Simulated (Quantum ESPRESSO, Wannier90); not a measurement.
## SnO$_{2}$ (rutile), plane waves to Wannier functions

```xyz
6
Lattice="4.7648 0.0000 0.0000 0.0000 4.7648 0.0000 0.0000 0.0000 3.2075" Properties=species:S:1:pos:R:3 pbc="T T T"
Sn     2.3824     2.3824     1.6038
Sn     0.0000     0.0000     0.0000
O      0.9245    -0.9245     1.6038
O     -0.9245     0.9245     1.6038
O     -1.4579    -1.4579     0.0000
O      1.4579     1.4579     0.0000
```

Structure: Materials Project mp-856, symmetrised, not relaxed again. COD (Crystallography Open Database) has an entry of this formula and space group (matched by these alone). Level: PBEsol, spinors with spin-orbit coupling; pw.x of Quantum ESPRESSO at 68 Ry with PseudoDojo potentials, 4×4×6 k-points, Wannier90. Density: 6×6×10 mesh, cold smearing 0.01 Ry.

A tight-binding model is made by disentanglement and projection with no localisation steps (num_iter = 0), so the 48 orbitals stay atom-like: hydrogen-like Sn: s;p; O: s;p, axes along x, y, z; frozen window up to 5.95 eV relative to the valence-band maximum. It follows pw.x to 0.9 meV rms for states up to 2.0 eV relative to the valence-band maximum. Matrix elements depend on this choice of orbitals and windows.

The 30 largest hoppings ⟨m,0|H|n,R⟩ between different sites (one of each Hermitian pair; signs follow the real orbitals' lobes; the list may end inside a set of equal values):

```json
[
 {"m": "O6 py↓", "n": "Sn2 px↓", "R": "0 0 0", "distance of the centres (Å)": "2.07", "t (eV)": "1.859", "Im t (eV)": "0.013"},
 {"m": "O5 px↓", "n": "Sn2 py↓", "R": "0 0 0", "distance of the centres (Å)": "2.07", "t (eV)": "1.859", "Im t (eV)": "-0.013"},
 {"m": "O5 py↓", "n": "Sn2 px↓", "R": "0 0 0", "distance of the centres (Å)": "2.07", "t (eV)": "1.859", "Im t (eV)": "0.013"},
 {"m": "Sn1 py↑", "n": "O4 px↑", "R": "1 0 0", "distance of the centres (Å)": "2.07", "t (eV)": "-1.859", "Im t (eV)": "-0.014"},
 {"m": "O6 px↓", "n": "Sn2 py↓", "R": "0 0 0", "distance of the centres (Å)": "2.07", "t (eV)": "1.859", "Im t (eV)": "-0.013"},
 {"m": "Sn1 py↑", "n": "O3 px↑", "R": "0 1 0", "distance of the centres (Å)": "2.07", "t (eV)": "-1.859", "Im t (eV)": "-0.013"},
 {"m": "O6 py↑", "n": "Sn2 px↑", "R": "0 0 0", "distance of the centres (Å)": "2.07", "t (eV)": "1.859", "Im t (eV)": "-0.013"},
 {"m": "Sn1 px↓", "n": "O4 py↓", "R": "1 0 0", "distance of the centres (Å)": "2.07", "t (eV)": "-1.859", "Im t (eV)": "-0.013"},
 {"m": "O5 py↑", "n": "Sn2 px↑", "R": "0 0 0", "distance of the centres (Å)": "2.07", "t (eV)": "1.859", "Im t (eV)": "-0.013"},
 {"m": "Sn1 py↓", "n": "O3 px↓", "R": "0 1 0", "distance of the centres (Å)": "2.07", "t (eV)": "-1.859", "Im t (eV)": "0.013"},
 {"m": "Sn1 py↓", "n": "O4 px↓", "R": "1 0 0", "distance of the centres (Å)": "2.07", "t (eV)": "-1.859", "Im t (eV)": "0.013"},
 {"m": "Sn1 px↓", "n": "O3 py↓", "R": "0 1 0", "distance of the centres (Å)": "2.07", "t (eV)": "-1.859", "Im t (eV)": "-0.013"},
 {"m": "Sn1 px↑", "n": "O3 py↑", "R": "0 1 0", "distance of the centres (Å)": "2.07", "t (eV)": "-1.858", "Im t (eV)": "0.013"},
 {"m": "O5 px↑", "n": "Sn2 py↑", "R": "0 0 0", "distance of the centres (Å)": "2.07", "t (eV)": "1.858", "Im t (eV)": "0.013"},
 {"m": "Sn1 px↑", "n": "O4 py↑", "R": "1 0 0", "distance of the centres (Å)": "2.07", "t (eV)": "-1.858", "Im t (eV)": "0.013"},
 {"m": "O6 px↑", "n": "Sn2 py↑", "R": "0 0 0", "distance of the centres (Å)": "2.07", "t (eV)": "1.858", "Im t (eV)": "0.013"},
 {"m": "O4 pz↑", "n": "Sn2 s↑", "R": "0 0 0", "distance of the centres (Å)": "2.08", "t (eV)": "1.781", "Im t (eV)": "0.000"},
 {"m": "O4 pz↓", "n": "Sn2 s↓", "R": "0 0 0", "distance of the centres (Å)": "2.08", "t (eV)": "1.781", "Im t (eV)": "0.000"},
 {"m": "O4 pz↑", "n": "Sn2 s↑", "R": "0 0 1", "distance of the centres (Å)": "2.08", "t (eV)": "-1.781", "Im t (eV)": "0.000"},
 {"m": "O4 pz↓", "n": "Sn2 s↓", "R": "0 0 1", "distance of the centres (Å)": "2.08", "t (eV)": "-1.781", "Im t (eV)": "0.000"},
 {"m": "Sn1 s↑", "n": "O5 pz↑", "R": "1 1 0", "distance of the centres (Å)": "2.08", "t (eV)": "-1.781", "Im t (eV)": "0.000"},
 {"m": "Sn1 s↓", "n": "O6 pz↓", "R": "0 0 1", "distance of the centres (Å)": "2.08", "t (eV)": "1.781", "Im t (eV)": "0.000"},
 {"m": "Sn1 s↑", "n": "O5 pz↑", "R": "1 1 1", "distance of the centres (Å)": "2.08", "t (eV)": "1.781", "Im t (eV)": "0.000"},
 {"m": "O3 pz↑", "n": "Sn2 s↑", "R": "0 0 0", "distance of the centres (Å)": "2.08", "t (eV)": "1.781", "Im t (eV)": "0.000"},
 {"m": "O6 pz↑", "n": "Sn1 s↑", "R": "0 0 0", "distance of the centres (Å)": "2.08", "t (eV)": "-1.781", "Im t (eV)": "0.000"},
 {"m": "O6 pz↓", "n": "Sn1 s↓", "R": "0 0 0", "distance of the centres (Å)": "2.08", "t (eV)": "-1.781", "Im t (eV)": "0.000"},
 {"m": "O3 pz↓", "n": "Sn2 s↓", "R": "0 0 1", "distance of the centres (Å)": "2.08", "t (eV)": "-1.781", "Im t (eV)": "0.000"},
 {"m": "Sn1 s↓", "n": "O5 pz↓", "R": "1 1 0", "distance of the centres (Å)": "2.08", "t (eV)": "-1.781", "Im t (eV)": "0.000"},
 {"m": "Sn1 s↓", "n": "O5 pz↓", "R": "1 1 1", "distance of the centres (Å)": "2.08", "t (eV)": "1.781", "Im t (eV)": "0.000"},
 {"m": "O3 pz↓", "n": "Sn2 s↓", "R": "0 0 0", "distance of the centres (Å)": "2.08", "t (eV)": "1.781", "Im t (eV)": "0.000"}
]
```
